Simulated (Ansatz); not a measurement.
A geometry of AlNi away from equilibrium: step 2 of the relaxation of a relaxed AlNi cell, doubled along one cell vector, shaken by Gaussian noise of σ = 0.08 Å a coordinate. Computed with PBE (plane waves to 420 eV, PAW, scalar-relativistic; Ansatz, a first-principles code). Γ-centred k-mesh 5×10×6 on the run's cell (coarser than for final values), Fermi–Dirac smearing 0.05 eV.

```yaml
crystal:
  lattice:
    - [6.24286, 0.00297, -0.00964]
    - [0.00149, 3.10164, -0.00154]
    - [-0.00809, -0.00259, 5.23551]
  atoms:
    - { symbol: Al, position: [0.24294, 0.02478, 0.66252] }
    - { symbol: Al, position: [0.74586, 0.99344, 0.66862] }
    - { symbol: Al, position: [0.98434, 0.52411, 0.35283] }
    - { symbol: Al, position: [0.49337, 0.48596, 0.34284] }
    - { symbol: Ni, position: [0.23019, 0.97893, 0.15795] }
    - { symbol: Ni, position: [0.75485, 0.02850, 0.14788] }
    - { symbol: Ni, position: [0.98674, 0.49390, 0.85530] }
    - { symbol: Ni, position: [0.48609, 0.50378, 0.86945] }
```

Q: Which atoms carry the largest force, and which way does it point?

A: 0.65 eV/Å, on Al2 (atoms numbered as listed); on Al2 its components are (-0.61, 0.23, 0.00).

Q: What is the pressure?

A: +1.1 GPa, compression positive.

Q: How far above the relaxed end point is this geometry?

A: 0.04 eV/atom; the path ends in Pmmn (No. 59).

No spin polarisation in the result. A magnetic state may lie lower.

The end of the path is a generated cell of AlNi: the first start was made by placing the elements on the sites of a structure type, and the end was not matched to a known phase here, so it may be hypothetical. Known forms of AlNi include space group No. 221.
